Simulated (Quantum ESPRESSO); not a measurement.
# Planted mistakes on one cell of MgAl5GaSiN8

Calculated results; nothing here was measured. They come from pw.x of Quantum ESPRESSO 7.5, a plane-wave density functional program, with PseudoDojo standard norm-conserving files (v0.5 for PBE, v0.4.1 for LDA and PBEsol). The cells are made up: elements, strain and atom displacements were drawn at random, and nothing was relaxed. There is no spin polarisation, spin-orbit coupling or dispersion term.

The cell has 16 sites of a wurtzite lattice (rectangular cell, doubled along c). Sites 1 to 8 hold Mg Al Al Al Ga Al Si Al; sites 9 to 16 hold N N N N N N N N. Cell vectors in Å: (3.127, -0.026, 0.036); (-0.044, 5.498, -0.005); (0.118, -0.010, 10.414). Settings: PBE, cutoff 1143 eV, 7 x 4 x 2 k mesh shifted by half a step, Fermi-Dirac smearing of 0.025 eV.

The intended run has a self-consistency threshold of 1e-07 eV, a smearing term of 0.000 eV, a pressure of -4.26 GPa and 16 iterations. Each further run changes one thing: all lengths scaled by 0.9816; atoms of sites 1 and 2 exchanged; cutoff 825 eV; files of LDA; k mesh 2 x 2 x 2; one electron added; smearing 0.9 eV; threshold 0.07 eV. A coarse mesh keeps the shift, and a charged cell sits in a uniform background.

| run | change of free energy (eV) | smearing term -TS (eV) | change of P (GPa) | largest change of a force component (eV/Å) | iterations |
| --- | --- | --- | --- | --- | --- |
| A | 1.448 | 0.000 | -11.81 | 0.043 | 16 |
| B | 0.037 | 0.000 | -1.02 | 0.290 | 8 |
| C | 0.039 | 0.000 | 10.28 | 0.364 | 16 |
| D | -1.227 | 0.000 | -8.58 | 0.221 | 16 |
| E | -1.456 | -5.058 | 3.16 | 1.503 | 15 |
| F | -1.566 | 0.000 | -0.58 | 0.225 | 16 |
| G | 10.792 | -0.009 | 14.41 | 1.780 | 16 |
| H | 0.244 | 0.000 | 0.03 | 4.630 | 16 |

A rerun of the intended cell at 1437 eV and k mesh 9 x 6 x 4 moved values by no more than 0.004 eV in the cell's energy, 0.02 GPa in stress and 0.003 eV/Å in force.

Question: which change belongs to which run?

## Worked reading

Run B has the fewest iterations, as a run stopped early does. Run E has the largest smearing term, as wide smearing gives. Run A has a higher energy and the largest fall in pressure, as too small a basis gives. Run C changes the volume by a factor of 0.9458; minus its pressure change over the logarithm of that factor, 184 GPa, is a rough bulk modulus with clamped atoms. Energies from files of another functional, or of a charged cell, have another zero and say nothing on stability; the pressure of a charged cell rests on the program's zero of potential too.

## Key

| run | change |
| --- | --- |
| A | cutoff 825 eV |
| B | threshold 0.07 eV |
| C | all lengths scaled by 0.9816 |
| D | files of LDA |
| E | smearing 0.9 eV |
| F | k mesh 2 x 2 x 2 |
| G | one electron added |
| H | atoms of sites 1 and 2 exchanged |